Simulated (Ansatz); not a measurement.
## MgB₂: stiffness from a series of strains

```yaml
crystal:
  lattice:
    - [3.08500, 0.00000, 0.00000]
    - [-1.54250, 2.67169, 0.00000]
    - [0.00000, 0.00000, 3.52300]
  atoms:
    - { symbol: Mg, position: [0.00000, 0.00000, 0.00000] }
    - { symbol: B, position: [0.33333, 0.66667, 0.50000] }
    - { symbol: B, position: [0.66667, 0.33333, 0.50000] }
```

Atoms are numbered in the order listed.

The cell comes from COD entry 1000026, which wasn't checked; take it as a given geometry.

Computed with Ansatz 0.2.0, DFT, LDA, all-electron LAPW, scalar-relativistic.

The runs use a Γ-centred 15×15×12 k mesh, Fermi–Dirac smearing of 0.05 eV, basis error target 0.5 meV/atom, no spin polarisation.

The strain is applied along the Cartesian axes of the cell as listed (γ is the engineering shear, twice εxy = εyz = εzx). Fractional coordinates are held (clamped ions).

σ is the change of stress from the unstrained cell, which is at -7.61 GPa; tension is positive, so slopes are stress–strain coefficients at that pressure. In a metal the k mesh adds noise.

Only quantities that a quadratic follows smoothly over the whole series are listed; rougher ones are left out.

| γ | σxy (GPa) | σyz (GPa) |
| --- | --- | --- |
| -0.0200 | -3.67 | -1.28 |
| -0.0100 | -1.81 | -0.61 |
| 0.0000 | 0.00 | 0.00 |
| 0.0200 | 3.57 | 1.20 |

Task: Fit the series and read off the stiffness at zero strain.

Result: Least-squares fits y = p0 + p1 x + p2 x² to the rows give σxy (GPa): p1 = 181, p2 = -140; σyz (GPa): p1 = 61.9, p2 = -120.

Task: One run, at γ = 0.0100, is withheld. Predict its row.

Result: The fits give 1.80, 0.62; the run gave 1.78, 0.59.
